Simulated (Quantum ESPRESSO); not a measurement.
## Calculated data, Zr$_{4}$Se$_{7}$S (made-up cell)

Calculation on a made-up crystal cell, not a measurement, run twice, once with a planted mistake found by running each candidate: periodic Kohn-Sham density functional theory in plane waves with PseudoDojo standard norm-conserving scalar-relativistic pseudopotentials, each functional with its own files (v0.5 for PBE, v0.4.1 for LDA and PBEsol), no spin polarisation, no spin-orbit coupling, atoms not relaxed, stress positive in tension, energies less a fixed whole-eV offset for each atom's element; levels are Kohn-Sham levels at fractions of this cell's reciprocal vectors, counted from the reference band (half the neutral cell's valence electrons, rounded up) at Gamma; error bars cover cutoff and k-mesh only, not smearing or the files; each bar is the largest change over components, and at least 0.002 eV, 0.002 eV per angstrom or 0.02 GPa; a charged cell sits in a uniform background, with energy and stress on this program's zero of potential; no dispersion term; energies are for the whole cell, and the offsets were chosen from early runs and are not element reference energies; a distance is the largest change of any value in units of its error bar (the energy's for the smearing term), a scale change is of lengths, and a coarse mesh keeps the half-step shift. Program: Quantum ESPRESSO 7.5.

```yaml
- formula: Zr4Se7S
  kind: "made-up cell"
  intended_structure:
    cell_angstrom:
      - [3.7402, -0.025, 0.0076]
      - [-0.0433, 6.4162, 0.0087]
      - [0.0246, 0.0164, 12.0469]
    atoms_fractional:
      - [Zr, 0.01684, -0.00413, -0.00309]
      - [Zr, 0.52458, 0.51935, -0.00201]
      - [Zr, -0.00451, -0.00982, 0.50526]
      - [Zr, 0.50088, 0.52147, 0.504]
      - [S, 0.00144, 0.33111, 0.12475]
      - [Se, 0.4986, 0.15579, 0.37278]
      - [Se, 0.49072, 0.82155, 0.11675]
      - [Se, -0.01879, 0.67285, 0.37893]
      - [Se, -0.00752, 0.3317, 0.61801]
      - [Se, 0.50602, 0.16173, 0.88181]
      - [Se, 0.48668, 0.85078, 0.62001]
      - [Se, 0.00302, 0.66595, 0.87195]
  given:
    lattice_type: "layered 1T, rectangular cell of two layers"
    intended_functional: pbe
    "intended_cutoff [eV]": 1170
    "intended_fermi_dirac_smearing [eV]": 0.025
    "intended_scf_tolerance [eV]": 1.0e-07
    intended_electrons_removed: 0
    "healthy_free_energy_less_offsets [eV]": -6.859
    healthy_scf_iterations: 14
    "healthy_smearing_term_minus_ts [eV]": 0.0
    "healthy_pressure [GPa]": 10.12
    "healthy_stress_xx [GPa]": -9.12
    "healthy_stress_yy [GPa]": -9.98
    "healthy_stress_zz [GPa]": -11.25
    "healthy_stress_yz [GPa]": -0.16
    "healthy_stress_xz [GPa]": 0.85
    "healthy_stress_xy [GPa]": -0.91
    healthy_reference_band: 83
    "faulty_free_energy_less_offsets [eV]": -7.119
    faulty_scf_iterations: 16
    "faulty_smearing_term_minus_ts [eV]": 0.0
    "faulty_pressure [GPa]": 9.86
    "faulty_stress_xx [GPa]": -8.68
    "faulty_stress_yy [GPa]": -9.98
    "faulty_stress_zz [GPa]": -10.92
    "faulty_stress_yz [GPa]": -0.2
    "faulty_stress_xz [GPa]": 0.52
    "faulty_stress_xy [GPa]": -0.64
    faulty_reference_band: 83
    candidate_k_points_along_each_vector: 2
    "candidate_cutoff [eV]": 829
    "candidate_smearing [eV]": 0.31
    candidate_functional: lda
    "candidate_scf_tolerance [eV]": 0.3
    candidate_electrons_removed: 1
    "candidate_scale_change [percent]": -1.68
    candidate_first_exchanged_site: 5
    candidate_second_exchanged_site: 12
    intended_k_mesh: "6 x 4 x 2, shifted by half a step"
    structure_shown: "as intended, without the mistake"
    atom_site: [1, 2, 3, 4, 5, 6, 7, 8, 9, 10, 11, 12]
    "atom_energy_offset [eV]": [-1377, -1377, -1377, -1377, -302, -3300, -3300, -3300, -3300, -3300, -3300, -3300]
    healthy_force_site: [1, 2, 3, 4, 5, 6, 7, 8, 9, 10, 11, 12]
    "healthy_force_x [eV/angstrom]": [-0.511, -0.374, -0.065, -0.405, -0.079, -0.055, 0.257, 0.53, -0.115, 0.239, 0.129, 0.45]
    "healthy_force_y [eV/angstrom]": [1.654, -3.093, 2.16, -2.028, 0.037, 0.654, 1.094, -0.466, 0.445, 0.393, -0.786, -0.064]
    "healthy_force_z [eV/angstrom]": [0.842, 0.891, -1.929, -0.433, -0.928, -0.448, 2.716, -1.924, 1.662, -1.818, 3.018, -1.65]
    healthy_level_k_point: [Gamma, "(1/2,1/2,1/2)", "(0.15,0,0)", "(0,0.15,0)", "(0,0,0.15)"]
    "healthy_next_band_up [eV]": [0.461, 0.483, 0.984, 0.51, 0.476]
    faulty_force_site: [1, 2, 3, 4, 5, 6, 7, 8, 9, 10, 11, 12]
    "faulty_force_x [eV/angstrom]": [-0.504, -0.194, -0.066, -0.409, 0.014, -0.054, 0.261, 0.532, -0.116, 0.237, 0.127, 0.171]
    "faulty_force_y [eV/angstrom]": [0.306, -1.782, 2.134, -2.007, 0.055, 0.657, 1.097, -0.458, 0.44, 0.366, -0.786, -0.02]
    "faulty_force_z [eV/angstrom]": [-0.35, -1.341, -1.83, -0.347, 0.542, -0.481, 2.735, -1.944, 1.635, -1.815, 2.985, 0.211]
    faulty_level_k_point: [Gamma, "(1/2,1/2,1/2)", "(0.15,0,0)", "(0,0.15,0)", "(0,0,0.15)"]
    "faulty_next_band_up [eV]": [0.51, 0.509, 1.026, 0.551, 0.521]
    candidate_mistake: ["coarse kmesh", "low cutoff", "wide smearing", "wrong functional", "loose scf", "wrong charge", "cell scaled", "atoms exchanged"]
  results:
    fault_kind: "atoms exchanged"
    other_mistakes_compared: 7
    "distance_from_healthy [error bars]": 172.6
    "distance_from_nearest_other_mistake [error bars]": 164.8
    "healthy_error_bar_energy [eV]": 0.009995
    "healthy_error_bar_stress [GPa]": 0.1316
    "healthy_error_bar_force [eV/angstrom]": 0.01293
    "healthy_error_bar_next_band_up [eV]": 0.002259
```
